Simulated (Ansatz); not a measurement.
HfRu:
```
HfRu
1.0
    3.23021     0.00000     0.00000
    0.00000     3.23021     0.00000
    0.00000     0.00000     3.23021
Ru Hf
1 1
Direct
  0.50000   0.50000   0.50000
  0.00000   0.00000   0.00000
```

Relaxed with r²SCAN. Special points in fractions of this cell's reciprocal vectors: Γ (0.000, 0.000, 0.000); X (0.000, 0.500, 0.000); M (0.500, 0.500, 0.000); R (0.500, 0.500, 0.500).

Question: List the band energies nearest the Fermi level at these points for the program Ansatz at the r²SCAN level (PAW).

Answer: In eV from the Fermi level; about four levels below and three above (degenerate sets whole), none deeper than 8.9 eV; points with the same levels are listed once.

```json
[
 {"k": "Γ", "below": "-5.12 -5.12 -1.78 -1.78 -1.78", "above": "2.34 2.34 5.93 5.93 5.93"},
 {"k": "X", "below": "-1.96 -1.96 -1.05 -0.84", "above": "1.30 1.62 1.62"},
 {"k": "M", "below": "-5.47 -5.24 -3.36 -3.36", "above": "0.15 0.89 1.12 1.12"},
 {"k": "R", "below": "-3.26 -3.26 -3.26 -1.91 -1.91 -1.91", "above": "0.23 0.23 6.62 6.62"}
]
```

Space group Pm-3m (CsCl type). The workflow started from an entry of the Crystallography Open Database (COD). Whether it is the stable phase at ambient conditions was not checked. Symmetry was held in the r²SCAN relaxation; its stability against distortions is not shown here. No spin polarisation was allowed. Scalar-relativistic: spin–orbit coupling is off unless named, which matters more the heavier the elements.

Potentials: the later of the program's two PAW sets.
